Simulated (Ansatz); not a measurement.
Sn (diamond, Fd-3m), a = b = c = 6.5735 Å, α = β = γ = 90.00°; the cell used has 2 atoms.

Relaxed with PBE+D3(BJ).

**Question.** Which orbitals make up the states near the Fermi level in DFT-PBE+D3(BJ) in the program Ansatz with PAW potentials?

**Answer.** Within 0.5 eV of the Fermi level: Sn 5p 82 %, Sn 5s 17 %. Projections are on Löwdin-orthogonalised atomic valence shells; empty p or d shells of many metals are not among them.

**Question.** Tabulate the density of states.

**Answer.** States/eV per cell of 2 atoms, in 0.25 eV bins, energy from the Fermi level.

```tsv
E (eV)	total	Sn 5p	Sn 5s
-7.85	0.63	0.18	0.45
-7.60	0.35	0.10	0.25
-7.35	0.07	0.02	0.05
-7.10	0.37	0.12	0.25
-6.85	0.59	0.20	0.39
-6.60	0.77	0.27	0.49
-6.35	1.02	0.40	0.61
-6.10	1.21	0.53	0.67
-5.85	0.75	0.32	0.43
-5.60	0.58	0.24	0.33
-5.35	0.48	0.20	0.27
-5.10	0.39	0.16	0.22
-4.85	0.33	0.14	0.19
-4.60	0.27	0.11	0.16
-4.35	0.23	0.10	0.13
-4.10	0.20	0.08	0.11
-3.85	0.16	0.07	0.09
-3.60	0.14	0.06	0.08
-3.35	0.20	0.13	0.07
-3.10	1.61	1.51	0.08
-2.85	1.50	1.39	0.09
-2.60	1.48	1.38	0.09
-2.35	1.88	1.78	0.08
-2.10	1.91	1.82	0.07
-1.85	1.77	1.69	0.06
-1.60	1.65	1.59	0.05
-1.35	1.54	1.49	0.04
-1.10	1.30	1.27	0.02
-0.85	0.75	0.74	0.01
-0.60	0.47	0.46	0.01
-0.35	0.28	0.27	0.00
-0.10	0.12	0.11	0.00
0.15	0.07	0.04	0.03
0.40	0.21	0.12	0.08
0.65	0.39	0.24	0.14
0.90	0.86	0.56	0.27
1.15	1.54	1.02	0.44
1.40	2.43	1.64	0.64
1.65	1.44	0.96	0.37
1.90	1.26	0.84	0.31
2.15	1.25	0.87	0.27
2.40	1.05	0.79	0.18
2.65	1.16	0.90	0.16
2.90	1.67	1.35	0.14
3.15	2.04	1.63	0.15
3.40	1.46	1.17	0.11
3.65	1.17	0.95	0.07
3.90	1.84	1.34	0.08
4.15	1.96	1.35	0.09
4.40	1.58	1.07	0.08
4.65	1.44	0.95	0.08
```

This is a known low-temperature phase of the composition, computed here at zero pressure and temperature. The PBE+D3(BJ) relaxation kept the symmetry of its start; whether a distortion lowers the energy is not shown. The pairwise dispersion correction was not fitted to metals. Spin–orbit coupling is left out wherever it is not named.

Potentials: the later of the program's two PAW sets.
